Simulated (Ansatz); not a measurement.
Input and command of a plane-wave DFT calculation in Ansatz:

```yaml
crystal:
  lattice:
    - [6.841321585, 0.0, 0.0]
    - [0.0, 6.841321585, 0.0]
    - [0.0, 0.0, 6.3559629099]
  atoms:
    - { symbol: Si, position: [0.2694066852, 0.0, 0.1193275734] }
    - { symbol: Si, position: [0.0, 0.7305933148, 0.8806724266] }
    - { symbol: Si, position: [0.0, 0.2694066852, 0.8806724266] }
    - { symbol: Si, position: [0.7305933148, 0.0, 0.1193275734] }
    - { symbol: Si, position: [0.0, 0.0, 0.5] }
    - { symbol: O, position: [0.1917332144, 0.0, 0.3564273193] }
    - { symbol: O, position: [0.0, 0.8082667856, 0.6435726807] }
    - { symbol: O, position: [0.0, 0.1917332144, 0.6435726807] }
    - { symbol: O, position: [0.8082667856, 0.0, 0.3564273193] }
    - { symbol: O, position: [0.1912199125, 0.1912199125, 0.0] }
    - { symbol: O, position: [0.1912199125, 0.8087800875, 0.0] }
    - { symbol: O, position: [0.8087800875, 0.1912199125, 0.0] }
    - { symbol: O, position: [0.8087800875, 0.8087800875, 0.0] }
    - { symbol: O, position: [0.5, 0.0, 0.1205136191] }
    - { symbol: O, position: [0.0, 0.5, 0.8794863809] }
basis:
  ecutwfc: 500
kpoints:
  mp_grid: { grid: [4, 4, 4] }
hamiltonian:
  xc: r2scan
scf:
  occupations: { method: gaussian, width: 0.02 }
output:
  forces: true
  stress: true
  eigenvalues: true
relax:
  adjacent_minimum: "off"
  f_tol: 0.01
  max_steps: 30
  cell: { stress_tol: 0.1, fix: [volume] }
```

```bash
ansatz run input.yaml --threads 4 --pin off --max-ram 10240MiB --backend cpu --events-out ev --progress --plain --runs-dir out
```

Processor: Oxide Virtual Turin-like Processor (Zen 5), 4 threads, on a host shared with other jobs.

**Question.** How long does it run, and how much memory does it take?

**Answer.** About 58 s on 4 threads of Oxide Virtual Turin-like Processor (Zen 5), with other jobs on the host, peak memory 1.3 GiB. It solves 55 bands at 18 k points (the mesh reduced by symmetry) with about 7567 plane waves, in 33 SCF iterations over 6 ionic steps.
